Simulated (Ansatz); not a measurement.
## Zone-centre phonons of CaBe: input and output

Level of theory: Ansatz, DFT PBE, scalar-relativistic, plane waves, PAW.

It can be run as:
```bash
ansatz run input.yaml --threads 1 --pin off --backend cpu --events-out ev --progress --plain --runs-dir out  # memory cap (--max-ram) not shown
```

Input (bare energies are in eV):
```yaml
crystal:
  lattice:
    - [2.107398872, 1.2167073061, 3.4203691853]
    - [-2.107398872, 1.2167073061, 3.4203691853]
    - [0.0, -2.4334146121, 3.4203691853]
  atoms:
    - { symbol: Ca, position: [0.5, 0.5, 0.5] }
    - { symbol: Be, position: [0.0, 0.0, 0.0] }
basis:
  ecutwfc: 420
kpoints:
  mp_grid: { grid: [12, 12, 12] }
hamiltonian:
  xc: pbe
scf:
  occupations: { method: fermi_dirac, width: 0.15 }
output:
  eigenvalues: true
phonons:
  method: dfpt
  eigenvectors: true
```

Results section of the output:
```
--- Phonons (Γ-DFPT): 4 representative perturbations + reference, on 476 of 1728 k-points (Σ response iterations 12) ---
  k mesh reduced under 2 symmetry operations, with k and −k counted as one. Each operation leaves every solved perturbation unchanged. A smaller set is not used because it would not reduce the number of displacements ...
  ASR residual: 3.888e-4 → 0.000e0 eV/Å²; symmetrization residual: 1.147e-6 eV/Å²
  ASR residual per site (eV/Å²): 3.89e-4 2.71e-5
  Γ frequencies (cm⁻¹): 0.00 0.00 0.00 307.15 308.96 308.96
  non-analytic LO–TO correction: not included (Born effective charges unavailable; polar crystals: no LO–TO splitting at Γ)
```

The cell was built by swapping an element in a database structure (itself possibly hypothetical) and relaxing; it need not be the stable form of this composition. In a metal, frequencies and elastic constants depend on the k mesh and the smearing, soft modes and shear constants most.